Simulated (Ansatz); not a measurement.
Cell and atoms are relaxed with the symmetry kept. Start:

Space group Cmce (No. 64). a = 10.802 Å, b = 5.598 Å, c = 5.600 Å, α = 90.00°, β = 90.00°, γ = 90.00°
```csv
atom,site,symmetry,x,y,z
Co,8d,2..,0.1169,0.5000,0.0000
Ge,8f,m..,0.0000,0.3411,0.6589
Ge,8e,.2.,0.2500,0.2517,0.7500
```

All numbers below come from Ansatz 0.2.0, DFT r2SCAN, scalar-relativistic, plane waves, PAW.

Cutoff 500 eV; k points 8×8×6 on the computed 12-atom cell (Γ-centred); Gaussian smearing, width 0.10 eV; collinear spin from starting moments 0.19 0.19 0.19 0.19 -0.01 -0.01 -0.01 -0.01 -0 -0 -0 -0 μB.

Task: What does it relax to?

Result: The volume increases by 0.01 Å³/atom to 14.12 Å³/atom, and the energy changes by under 0.1 meV/atom. The cell ends with a moment of 0.00 μB (only this magnetic start was tried). Final structure:
Space group Cmce (No. 64). a = 10.791 Å, b = 5.601 Å, c = 5.608 Å, α = 90.00°, β = 90.00°, γ = 90.00°
```csv
atom,site,symmetry,x,y,z
Co,8d,2..,0.1170,0.5000,0.0000
Ge,8f,m..,0.0000,0.3417,0.6583
Ge,8e,.2.,0.2500,0.2518,0.7500
```

Cost: 1 run of about 42 core-minutes, on Arm Neoverse V2 (shared hosts).